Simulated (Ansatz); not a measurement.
The cell of Ca3As is invented: random cell by space group and Wyckoff sites (R-3m, No. 166). Its size is a rough estimate.

```cif
data_structure
_symmetry_space_group_name_H-M 'R-3m:H'
_symmetry_Int_Tables_number 166
_cell_length_a 5.5917
_cell_length_b 5.5917
_cell_length_c 10.1999
_cell_angle_alpha 90.000
_cell_angle_beta 90.000
_cell_angle_gamma 120.000
_cell_volume 276.20
loop_
_atom_site_label
_atom_site_type_symbol
_atom_site_symmetry_multiplicity
_atom_site_Wyckoff_symbol
_atom_site_fract_x
_atom_site_fract_y
_atom_site_fract_z
_atom_site_occupancy
Ca1 Ca 9 e 0.16667 0.33333 0.33333 1
As1 As 3 a 0.00000 0.00000 0.00000 1
```

The calculation used DFT PBE, scalar-relativistic, plane waves, PAW in Ansatz. Cutoff 420 eV, Gaussian smearing, Γ-centred meshes. Cell and atoms relax first on a coarse mesh and then on a finer one. In between, the cell is made exact in the group found at 0.06 Å. In metals the finer mesh still leaves noise of several meV/atom or more. The steps can't lower the symmetry of their start. No spin polarisation.

A guess keeps its type if space group and coordination stay and the shape of the cell changes little (axis ratios within about 15 %, angles within 6°); the volume may change.

**Question.** Will the relaxed cell still be of the starting type?

**Answer.** It doesn't keep its type. The symmetry goes from R-3m (No. 166) to Pm-3m (No. 221). The end has the Cu3Au (L1_2) type. The volume per atom grows by 24.4 %, from 23.0 to 28.6 Å³. The shortest distance goes from 2.80 Å (Ca–As and Ca–Ca) to 3.43 Å (Ca–As and Ca–Ca). Counting neighbours within 15 % of an atom's shortest distance, the start has As 6, Ca 6 and the end As 12, Ca 12. In detail, at the end Ca has 4 As at 3.43 Å and 8 Ca at 3.43 Å; around As lie 12 Ca at 3.43 Å.

```xyz
4
Lattice="4.8561 0.0000 0.0000 0.0000 4.8561 0.0000 0.0000 0.0000 4.8561" Properties=species:S:1:pos:R:3 pbc="T T T"
Ca    2.4281    0.0000    2.4281
Ca    2.4281    2.4281    0.0000
Ca    0.0000    2.4281    2.4281
As    0.0000    0.0000    0.0000
```

The last run used a 10×10×10 mesh for its 4-atom cell and Gaussian smearing of 0.10 eV. An odd number of electrons in the primitive cell allows no gap without spin; a larger cell or a magnetic state could open one. The cell is a metal run without spin; a magnetic state may lie lower. Symmetry constrained the relaxation, so the result can be a saddle point. Another cell of Ca3As relaxed alike, in P6_3/mcm, lies 94 meV/atom lower, so this cell isn't the stable form at this level.
